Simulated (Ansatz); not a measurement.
All cells below were computed with r2SCAN (plane-wave PAW, Ansatz 0.2.0, no spin polarisation, atoms fixed as given).

Problem. Which of them gave these results: no gap, pressure 2.0 GPa, largest force 0.22 eV/Å, largest positive Bader charge +1.60 e?
A.
HClO (500 eV, 10×10×5 mesh on the cell that ran, as a rule the primitive one, fermi-dirac 0.1 eV)
Space group Pmmn:1 (No. 59). a = 3.392 Å, b = 3.401 Å, c = 7.207 Å, α = 90.00°, β = 90.00°, γ = 90.00°
| atom | site | symmetry | x | y | z |
| --- | --- | --- | --- | --- | --- |
| H | 2b | mm2 | 0.0000 | 0.5000 | 0.0700 |
| O | 2a | mm2 | 0.5000 | 0.5000 | 0.9400 |
| Cl | 2a | mm2 | 0.5000 | 0.5000 | 0.3000 |
B.
LaBeGe3 (500 eV, 7×7×6 mesh on the cell that ran, as a rule the primitive one, gaussian 0.0154 eV)
```
La Be Ge
1.0
     3.04802    5.27933    0.00000
    -3.04802    5.27933    0.00000
     0.00000    0.00000    5.66896
La Be Ge
2 2 6
Direct
  0.33330 0.33340 0.75000
  0.66660 0.66670 0.25000
  0.00000 0.00000 0.00000
  0.00000 0.00000 0.50000
  0.19335 0.19335 0.25000
  0.80665 0.38670 0.75000
  0.61330 0.19335 0.25000
  0.80665 0.80665 0.75000
  0.19335 0.61330 0.25000
  0.38670 0.80665 0.75000
```
C.
YTa2Ga4 (500 eV, 8×8×8 mesh on the cell that ran, as a rule the primitive one, cold 0.1836 eV)
Space group I4/mmm (No. 139). a = 6.698 Å, b = 6.698 Å, c = 5.473 Å, α = 90.00°, β = 90.00°, γ = 90.00°
| atom | site | symmetry | x | y | z |
| --- | --- | --- | --- | --- | --- |
| Y | 2a | 4/mmm | 0.0000 | 0.0000 | 0.0000 |
| Ga | 8h | m.2m | 0.3030 | 0.3030 | 0.0000 |
| Ta | 4d | -4m2 | 0.0000 | 0.5000 | 0.2500 |

Solution. C. The others gave HClO: no gap, -11.0 GPa; LaBeGe3: no gap, 6.3 GPa.

Origins: HClO, a known structure type with other elements, at an estimated volume; LaBeGe3, a known structure type with other elements, at an estimated volume; YTa2Ga4, a known structure type with other elements, at an estimated volume. Caveats for one or more cells: many states at the Fermi level without spin polarisation, so a magnetic state may lie lower; wide smearing.
